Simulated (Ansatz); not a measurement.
# How far is PAW off for Cs?

```
Cs
1.0
    -3.02250    3.02250    3.02250
     3.02250   -3.02250    3.02250
     3.02250    3.02250   -3.02250
Cs
1
Direct
  0.00000 0.00000 0.00000
```

The structure is an experimental refinement, used without relaxation.

Spin–orbit coupling is left out, though it moves levels of the heavy atoms by tenths of an eV or more.

Methods: DFT, LDA, PAW with Ansatz's default frozen-core files, scalar-relativistic (Ansatz 0.2.0); DFT, LDA, all-electron PAW with datasets made for the crystal, scalar-relativistic (Ansatz 0.2.0); DFT, LDA, all-electron LAPW, scalar-relativistic (Ansatz 0.2.0).

For PAW: a Γ-centred 9×9×9 k mesh, Fermi–Dirac smearing of 0.05 eV, cutoff 420 eV, no spin polarisation; the PAW files were made with PBE, and the program remakes their frozen cores for this functional. The crystal-made all-electron datasets (AE datasets) take a cutoff of 160 eV at this cell. LAPW targets a basis error of 1 meV/atom. The Ansatz runs share mesh, smearing and spin set-up. Plane-wave (PAW) pressures include the program's estimate of the Pulay term.

Stress and pressure are positive in compression.

Levels count from the Fermi level.

| quantity | PAW | AE datasets | LAPW |
| --- | --- | --- | --- |
| pressure (GPa) | -0.28 | -0.28 | -0.28 |
| highest filled level at H (eV) | -10.649 | -10.649 | -10.650 |
| lowest empty level at H (eV) | 0.642 | 0.642 | 0.642 |
| highest filled level at P (eV) | -10.614 | -10.614 | -10.614 |
| lowest empty level at P (eV) | 1.025 | 1.025 | 1.025 |
| highest filled level at Γ (eV) | -1.729 | -1.729 | -1.729 |
| lowest empty level at Γ (eV) | 2.456 | 2.455 | 2.455 |

PAW's pressure differs from the LAPW value by about 0.01 GPa or less. Datasets made for the crystal and LAPW share parts of one code, so their agreement isn't an independent check.
